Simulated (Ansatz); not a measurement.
Y₃GaC (anti-perovskite, Pm-3m), r²SCAN (plane waves, PAW; program Ansatz), all energies at zero smearing, with the estimated change up to a 700 eV cutoff added, with one set of potentials and settings (totals compare only within such a set). Cell of 5 atoms (3 Y, 1 Ga, 1 C): -15624.267 eV.

| element | reference phase | E (eV/atom) |
|---|---|---|
| Y | P6_3/mmc, 2 atoms in the cell | -3859.7274 |
| Ga | Cmce, 4 atoms in the cell | -3790.2722 |
| C | P6_3/mmc, 4 atoms in the cell | -251.6688 |

Formation energy per atom, worked out: (-15624.267 − 3×(-3859.7274) − 1×(-3790.2722) − 1×(-251.6688))/5 = -0.629 eV/atom (-61 kJ per mol of atoms), at 0 K, without zero-point energy or fitted corrections.

The workflow started from a Materials Project entry (that database holds measured and hypothetical structures alike); the Crystallography Open Database copy checked does not list it. Its standing as an ambient phase is unchecked. The r²SCAN relaxation kept the symmetry of its start; its stability against distortions is not shown here. No spin polarisation was allowed. The references are the lowest solids computed at this level, not always the standard phases.

Potentials: the earlier of the program's two PAW sets.
